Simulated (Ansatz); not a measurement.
The start is a relaxed Rh cell displaced along its unstable phonon at q = (½, 0, 0) of its primitive reciprocal cell (161i cm⁻¹), largest move 0.15 Å. A full variable-cell relaxation at zero pressure is run with PBEsol (plane waves to 420 eV, PAW, scalar-relativistic; Ansatz, a program for electronic structure). First-step values are on the input's coarse k-mesh.

Ansatz input (later rounds restart from its end on a renewed k-mesh):
Ansatz 0.2 input:
```yaml
crystal:
  lattice:
    - [-3.0289795714, 3.0289795714, 3.0289795714]
    - [1.5144897857, -1.5144897857, 1.5144897857]
    - [1.5144897857, 1.5144897857, -1.5144897857]
  atoms:
    - { symbol: Rh, position: [0, -0.0350170791, 0.0350170791] }
    - { symbol: Rh, position: [0.5, 0.0350170791, -0.0350170791] }
basis: { ecutwfc: 420, ecutrho_ratio: 4, xc_grid: 2, fft_grid_basis: typed }
kpoints: { mp_grid: { grid: [15, 15, 15] } }
hamiltonian:
  xc: pbesol
  dispersion: none
  pseudopotentials: { kind: paw }
scf: { occupations: { method: fermi_dirac, width: 0.05 } }
relax: { f_tol: 0.01, max_steps: 100, cell: { stress_tol: 0.02 } }
output: { forces: true, stress: true }
```

**Question.** By how much does the energy per atom fall from start to end?

**Answer.** 0.25 eV/atom.

**Question.** How does the volume per atom move from start to end?

**Answer.** -2.4 %, from 13.90 to 13.55 Å³/atom.

**Question.** Is the relaxed structure metallic? Give its gap.

**Answer.** Zero (metallic).

**Question.** Write out the relaxed structure.

**Answer.** 
Space group P6₃/mmc (No. 194); a = 2.687 Å, b = 2.687 Å, c = 4.334 Å, α = 90.00°, β = 90.00°, γ = 120.00°

```json
[
 {"atom": "Rh", "site": "2d", "symmetry": "-6m2", "x": "0.6667", "y": "0.3333", "z": "0.2500"}
]
```

Final values are on a 20×20×11 k-mesh of the relaxed cell. No spin polarisation in the result.

The run could not lose the symmetry of its start, so the end can be a saddle point.

The relaxed structure here is a generated cell of Rh: the first start was made by placing the elements on the sites of a structure type, and the end was not matched to a known phase here, so it may be hypothetical. Known forms of Rh include space group No. 225.
